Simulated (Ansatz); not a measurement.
# Two states of CuSnF₆

```
CELL_PARAMETERS angstrom
5.59275 0.00000 0.00000
-2.30120 4.65000 0.00000
-0.23517 -3.11930 4.33874
ATOMIC_POSITIONS crystal
F 0.74800 0.11800 0.87100
F 0.25200 0.88200 0.12900
F 0.73700 0.87600 0.26600
F 0.26300 0.12400 0.73400
Sn 0.50000 0.00000 0.50000
Cu 0.00000 0.00000 0.00000
F 0.25000 0.49700 0.36400
F 0.75000 0.50300 0.63600
```

Single point in Ansatz 0.2.0 with r2SCAN. Cutoff 500 eV, PAW datasets, 4×5×4 Γ-centred k mesh, tetrahedron filling.

State A: Cu6 up (collinear spin). State B: no moments (no spin polarisation).

Question: Which state is lower, and how do they differ?

Answer: State A is lower by 82.6 meV an atom at zero smearing.

```json
{"state": "A", "free energy (meV/atom)": "0.0", "largest moment in a small sphere (μB)": "0.81", "net moment (μB/cell)": "1.00", "gap on mesh (eV)": "0.81", "pressure (GPa)": "-4.2", "largest force (eV/Å)": "0.29"}
{"state": "B", "free energy (meV/atom)": "82.6", "largest moment in a small sphere (μB)": "0.00", "net moment (μB/cell)": "0.00", "gap on mesh (eV)": "metal", "pressure (GPa)": "-4.0", "largest force (eV/Å)": "0.23"}
```

Origin: a database entry at a rescaled volume. Caveats: empty levels are not fully converged; an odd or shifted mesh can miss the band edges, so this level's true gap may be smaller; no spin-orbit coupling, which can shift this gap by tenths of an eV; forces and stress under tetrahedra may miss the slope of the energy; odd electron count without spin polarisation, so a magnetic state may lie lower; the Fermi level lies in a narrow band between gaps, which spin or distortion may split; the k mesh is coarse if the cell is a metal.
